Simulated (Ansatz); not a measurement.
**Band structure of TiB₂**

```
CELL_PARAMETERS angstrom
3.02920 0.00000 0.00000
-1.51460 2.62336 0.00000
0.00000 0.00000 3.22840
ATOMIC_POSITIONS crystal
Ti 0.00000 0.00000 0.00000
B 0.33333 0.66667 0.50000
B 0.66667 0.33333 0.50000
```

Atoms are numbered in the order listed.

The geometry is COD entry 2002799, unchecked; take it as a test cell.

These are results of Ansatz 0.2.0, DFT, PBEsol, all-electron LAPW, scalar-relativistic, not measurements.

Numerical set-up: a Γ-centred 15×15×13 k mesh, Fermi–Dirac smearing of 0.08 eV, basis error target 1 meV/atom, no spin polarisation.

Points in fractions of the reciprocal vectors of this cell: Γ (0, 0, 0), M (0.5, 0, 0), K (0.333, 0.333, 0), A (0, 0, 0.5), L (0.5, 0, 0.5), H (0.333, 0.333, 0.5). The path joins them by straight lines in the order Γ–M–K–Γ–A–L–H–A–L; legs that retrace an earlier one aren't tabulated. Energies are in eV from the Fermi level.

(1) Is there a gap?

(2) List the levels between -20 and 0 eV at the symmetry points.

Results:

(1) None at this level of theory (metallic, semimetallic, or a small gap that the functional closes).

(2) 
Γ: -13.49, -2.61 (×2), -2.32, -2.16
M: -9.37, -9.20, -3.26, -3.24, -2.30
K: -8.29 (×2), -7.38, -1.88 (×2)
A: -11.54, -7.63, -0.54 (×2), -0.20 (×2)
L: -9.73, -7.54, -4.65, -3.85, -3.15
H: -8.55 (×2), -5.73, -3.18 (×2)
